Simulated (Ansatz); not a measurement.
**TiNb under pressure**

Computed with Ansatz 0.2.0, DFT PBEsol, scalar-relativistic, plane waves, PAW. Run with 420 eV cutoff, 16×16×10 k-mesh, Gaussian smearing of 0.10 eV, no spin polarisation.

The relaxed crystal:

```yaml
crystal:
  lattice:
    - [1.60996, -2.29470, 0.00000]
    - [1.60996, 2.29470, 0.00000]
    - [0.00000, 0.00000, 4.58198]
  atoms:
    - { symbol: Ti, position: [0.50000, 0.50000, 0.50000] }
    - { symbol: Nb, position: [0.00000, 0.00000, 0.00000] }
```

Cell and atoms are relaxed at each pressure within the symmetry of the start, at zero temperature, so transitions that lower the symmetry aren't seen. The k-mesh given is that at zero pressure and may differ at others. a, b and c are the lengths of the cell vectors above.

```tsv
P (GPa)	V (Å³/atom)	V/V0	a (Å)	b (Å)	c (Å)
-3	17.29	1.021	2.822	2.822	4.617
0	16.93	1.000	2.803	2.803	4.582
3	16.60	0.981	2.787	2.787	4.548
8	16.11	0.951	2.765	2.765	4.487
15	15.51	0.916	2.738	2.738	4.413
30	14.48	0.856	2.695	2.695	4.264
60	13.01	0.768	2.629	2.629	4.047
```

**Question.** What bulk modulus and pressure derivative fit these points?

**Answer.** A third-order Birch–Murnaghan fit gives B0 = 149 GPa and B0' = 3.3.

**Question.** Which cell vector or vectors give way most up to 60 GPa?

**Answer.** c: the changes are a -6.2 %, b -6.2 %, c -11.7 %.